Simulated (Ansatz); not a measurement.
What DFT gives for LiYAs

```
As Y Li
1.0
     4.22409    0.00000    0.00000
     0.00000    4.22409    0.00000
     0.00000    0.00000    7.07988
As Y Li
2 2 2
Cartesian
  1.0560 1.0560 1.6727
  3.1681 3.1681 5.4072
  3.1681 1.0560 0.0000
  1.0560 3.1681 0.0000
  1.0560 1.0560 4.6373
  3.1681 3.1681 2.4426
```

Level: PBE, no spin polarisation; 420 eV; 8×8×5 Γ-centred mesh; fermi-dirac occupations (width 0.1 eV); Ansatz 0.2.0, fixed geometry.

Task: How is the charge shared?

Result: Bader charges in e: Li +0.86, Y +1.09, As -1.95. In the mean Y gives up most and As takes most.

Task: Where is the largest force?

Result: The largest is on As1 (and as large on other atoms): 2.56 eV/Å, components (0.00, 0.00, 2.56). It makes 128° with the line to a nearest neighbour, Y3 at 2.69 Å.

Task: Is there a gap?

Result: It is a metal, with about 3.4 states/eV a cell as the mean within 0.25 eV of the Fermi level, mostly Y d (73 %) and As p (12 %).

Task: Describe some of the short contacts.

Result: As–Y at 2.69 Å: least valence density 0.34 e/Å³ and ELF 0.23 there. As–Li at 2.96 Å: least valence density 0.05 e/Å³ and ELF 0.03 there. Y–Y at 2.99 Å: least valence density 0.16 e/Å³ and ELF 0.08 there. Both are smooth PAW fields, read partly inside the augmentation spheres.

Task: Is the cell too large or too small?

Result: The pressure is 15.1 GPa (compression positive), so with the atoms held at these fractions the cell would first expand; the forces are large, so a full relaxation may end otherwise. The principal stresses 10.5, 17.4, 17.4 GPa differ, so its shape would change too.

Origin: a known structure type with other elements, at an estimated volume, so it need not be a known compound. Caveats: many states at the Fermi level without spin polarisation, so a magnetic state may lie lower; atoms or cell far from equilibrium.
